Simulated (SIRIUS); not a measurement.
Worked example: self-consistent single point of Te2Mo (P6_3/mmc, 6 atoms in the cell; from Materials Project mp-602, changed as shown) in SIRIUS.

Level of theory: PBE, SSSP 1.1.2 precision PBE pseudopotentials (plane waves; SIRIUS).

The change in words: volume scaled by 1.04. Reference geometry (P6_3/mmc):
```xyz
6
Lattice="3.5657 0.0000 0.0000 -1.7828 3.0879 0.0000 0.0000 0.0000 14.6478" Properties=species:S:1:pos:R:3 pbc="T T T"
Te     0.0000     2.0586     9.1962
Te     1.7828     1.0293     5.4516
Te     1.7828     1.0293     1.8723
Te     0.0000     2.0586    12.7755
Mo     0.0000     2.0586     3.6619
Mo     1.7828     1.0293    10.9858
```

Reference input (self-consistent single point, DFT, PBE, plane waves, SSSP 1.1.2 precision PBE pseudopotentials): parameters.ngridk = 5 5 1; parameters.xc_functionals = [XC_GGA_X_PBE, XC_GGA_C_PBE]; parameters.gk_cutoff = 9.487 1/bohr; parameters.pw_cutoff = 30 1/bohr; parameters.smearing = gaussian; parameters.smearing_width = 0.000367493 Ha; potentials = SSSP 1.1.2 precision PBE pseudopotentials; parameters.electronic_structure_method = pseudopotential; parameters.num_bands = 31; parameters.num_mag_dims = 0; parameters.num_dft_iter = 100; parameters.energy_tol = 1e-07 Ha. This run's input differs from it in these lines:

```diff
@@ -32,7 +32,7 @@
     "lattice_vectors": [
-      [0.9999999935, 0.0, 0.0],
-      [-0.4999999968, 0.8660252633, 0.0],
-      [0.0, 0.0, 4.1080251581]
+      [0.9999999862, 0.0, 0.0],
+      [-0.4999999931, 0.8660252831, 0.0],
+      [0.0, 0.0, 4.1080255319]
     ],
-    "lattice_vectors_scale": 6.738102,
+    "lattice_vectors_scale": 6.826768,
     "atom_coordinate_units": "au",
@@ -45,10 +45,10 @@
       "Te": [
-        [-3.3691e-06, 3.8902463174, 17.3782412586],
-        [3.3690543472, 1.945120241, 10.3020512752],
-        [3.3690543472, 1.945120241, 3.5380949917],
-        [-3.3691e-06, 3.8902463174, 24.1421975421]
+        [-3.4134e-06, 3.9414377639, 17.6069213727],
+        [3.4133873664, 1.9707159259, 10.4376158716],
+        [3.4133873664, 1.9707159259, 3.5846527506],
+        [-3.4134e-06, 3.9414377639, 24.4598844937]
       ],
       "Mo": [
-        [-3.3691e-06, 3.8902463174, 6.9200731334],
-        [3.3690543472, 1.945120241, 20.7602194003]
+        [-3.4134e-06, 3.9414377639, 7.0111343111],
+        [3.4133873664, 1.9707159259, 21.0334029332]
       ]
```

Output, abridged:

```
[find] density tolerance         : 1e-06
[find] total energy tolerance    : 1e-07
[find] iter_solver_tol (initial) : 0.01
[find] iter_solver_tol (target)  : 1e-13
[find] num_dft_iter              : 100
Charges and magnetic moments
--------------------------------------------------------------------------------
total charge          : 52.000000
[find] | SCF iteration   0 out of 100|
[diagonalize] iterative solver tolerance (occupied, empty): 0.01 0.01
[diagonalize] average number of iterations: 1.8
[find] Charges and magnetic moments
[find] total charge          : 52.000000
[find] Energy
   [... lines left out ...]

[find] Charges and magnetic moments
[find] total charge          : 52.000000
[find] Energy
[find] smearing (-TS)                 :       0.00000000
[find] Total energy                   :    -190.19467202 (Ha),    -380.38934405 (Ry)
[find] Free energy (E-TS)             :    -190.19467202 (Ha),    -380.38934405 (Ry)
[find] band gap (eV)                  :       0.87228998
[find] Efermi                         :       0.32483295
[find] iteration : 23, RMS (target) : 2.7760e-07 (1.0000e-06) , energy difference (target) : 3.3538e-12 (1.0000e-07)
[find] bands are converged : true
[find] iterative solver converged : true
[find] converged after 24 SCF iterations!
[find] Charges and magnetic moments
[find] total charge          : 52.000000
[find] Energy
[find] smearing (-TS)                 :       0.00000000
[find] Total energy                   :    -190.19467202 (Ha),    -380.38934405 (Ry)
[find] Free energy (E-TS)             :    -190.19467202 (Ha),    -380.38934405 (Ry)
[find] band gap (eV)                  :       0.87228998
[find] Efermi                         :       0.32483295
[ground_state] === stress tensor components [kbar] ===
[ground_state] === stress_total ===
[ground_state]    20.642210    0.000000   -0.000000
[ground_state]     0.000000   20.642215   -0.000000
[ground_state]    -0.000000   -0.000000   13.166884
[ground_state] ==== total Forces in Ha/bohr =====
[ground_state] atom:    0, force:      -0.0000000      0.0000000      0.0049179
[ground_state] atom:    1, force:       0.0000000     -0.0000000     -0.0049179
[ground_state] atom:    2, force:      -0.0000000     -0.0000000      0.0049179
[ground_state] atom:    3, force:       0.0000000      0.0000000     -0.0049179
[ground_state] atom:    4, force:       0.0000000     -0.0000000      0.0000000
[ground_state] atom:    5, force:       0.0000000      0.0000000      0.0000000
```

The run converged in 24 iterations. SIRIUS prints the stress tensor with tension positive. Against the reference run the free energy goes up by 1.1 meV/atom, the pressure goes from 1.63 to -1.82 GPa and the largest force goes from 0.280 to 0.253 eV/Å.

Spin-orbit coupling is left out, which matters for bands and gaps with elements this heavy. The structure comes from a collection of computed structures, made at another level of theory; the collection holds predicted forms beside known ones.

Cost on one core: about 100 core-seconds (a rough figure).

The gap that the log prints is read on the run's mesh, which can miss the band edges or a crossing.
